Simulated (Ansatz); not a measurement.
Generalised stacking fault of LiH (rock salt) on the {100} plane. The cell below holds the perfect crystal with the plane normal along z; tilting its third vector by the shift puts one fault into each cell, between planes 2.00 Å apart, at fixed cell height.

```yaml
crystal:
  lattice:
    - [2.83346, 0.00000, 0.00000]
    - [0.00000, 2.83346, 0.00000]
    - [1.41673, 1.41673, 6.01067]
  atoms:
    - { symbol: H, position: [0.00000, 0.00000, 0.83333] }
    - { symbol: H, position: [0.33333, 0.33333, 0.16667] }
    - { symbol: H, position: [0.66667, 0.66667, 0.50000] }
    - { symbol: Li, position: [0.50000, 0.50000, 0.83333] }
    - { symbol: Li, position: [0.83333, 0.83333, 0.16667] }
    - { symbol: Li, position: [0.16667, 0.16667, 0.50000] }
```

In-plane vectors a = (2.833, 0.000) Å, b = (0.000, 2.833) Å, area 8.03 Å². The shift is s times the vector a (length 2.833 Å), so s = 1 restores the start. Atoms relax along the normal only. γ = [E(shift) − E(0)] / area.

Computed with PBE (plane waves to 420 eV, PAW, scalar-relativistic; Ansatz, a first-principles code). k mesh 10×10×10 (Γ-centred), Fermi-Dirac smearing 0.05 eV. E is the zero-smearing estimate. Faults lie only 6.0 Å apart, and holding the cell height raises γ above its relaxed value. LiH was relaxed with its symmetry unable to fall. The zero of γ is zero shift.

| s | γ (mJ/m²) |
|---|---|
| 0.000 | 0 |
| 0.083 | withheld |
| 0.167 | 232 |
| 0.250 | 460 |
| 0.333 | 675 |
| 0.417 | 823 |
| 0.500 | 876 |
| 0.583 | 823 |
| 0.667 | 675 |
| 0.750 | 460 |
| 0.833 | 232 |
| 0.917 | withheld |

### Question
Fit a Fourier form (three harmonics of 1 − cos and sin) to the given rows and predict γ at s = 0.083.

### Answer
Least squares on the 10 given rows: γ = (439.3)·[1 − cos(2πs)] + (10.9)·[1 − cos(4πs)], in mJ/m²; root-mean-square residual 2.3 mJ/m². At 0.083 the fit gives 64 mJ/m²; the calculation gives 62 mJ/m², so the interpolation is off by 2 (+3.2 %). 

(The slope of γ gives the shear force per area between the displaced halves; near zero shift its curvature is an elastic stiffness.)
